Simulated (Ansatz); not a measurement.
## Computed properties of GaAs

GaAs:
```
CELL_PARAMETERS angstrom
      7.02321     0.00000     0.00000
      0.00000     7.02321     0.00000
      0.00000     0.00000     4.06158
ATOMIC_POSITIONS crystal
  Ga 0.32395 0.67605 0.00000
  Ga 0.67605 0.32395 0.00000
  Ga 0.82395 0.82395 0.50000
  Ga 0.17605 0.17605 0.50000
  As 0.31820 0.31820 0.00000
  As 0.68180 0.68180 0.00000
  As 0.18180 0.81820 0.50000
  As 0.81820 0.18180 0.50000
```

Space group P4_2/mnm (No. 136); conventional cell a = 7.023 Å, b = 7.023 Å, c = 4.062 Å, α = 90.00°, β = 90.00°, γ = 90.00°.

Method: PBE in the plane-wave PAW code Ansatz. The cell and atoms are relaxed at this level. Other levels are named where they apply.

Cell and energy:

```
Item                                                          Result
-----------------------------------------------------  -------------
Volume per atom                                             25.04 Å³
Density                                                   4.80 g/cm³
Formation energy from the elements (no fitted shifts)  -0.28 eV/atom
```

Electronic structure:

```
Item                                                                                  Value
------------------------------------------------  -----------------------------------------
Band gap                                              0.21 eV (smallest direct gap 0.21 eV)
Valence-band maximum                                on the M–Γ line, 91 % of the way from M
Conduction-band minimum                                                                at Γ
Electron effective mass                           0.015, 0.015, 0.018 mₑ (principal values)
Electron effective mass with spin–orbit coupling  0.011, 0.011, 0.014 mₑ (principal values)
Hole effective mass                                  0.13, 0.96, 0.96 mₑ (principal values)
Hole effective mass with spin–orbit coupling       0.015, 0.015, 0.99 mₑ (principal values)
Gap with spin–orbit coupling                                                        0.11 eV
```

Mechanics:

```
Item                                  Result
----------------------------------  --------
Bulk modulus (Birch–Murnaghan fit)  54.8 GPa
Pressure derivative B′                   4.8
```

The start of the workflow was typed in or built on a structure type; neither database checked (COD, Materials Project) lists it. It is not the phase usual at ambient conditions (space group No. 216). The PBE relaxation kept the symmetry of its start; its stability against distortions is not shown here. The volume moved by 22 % from the start of the relaxation. The references are the lowest solids computed at this level, not always the standard phases. Scalar-relativistic: spin–orbit coupling is off unless named, which matters more the heavier the elements.

Potentials: the later of the program's two PAW sets.
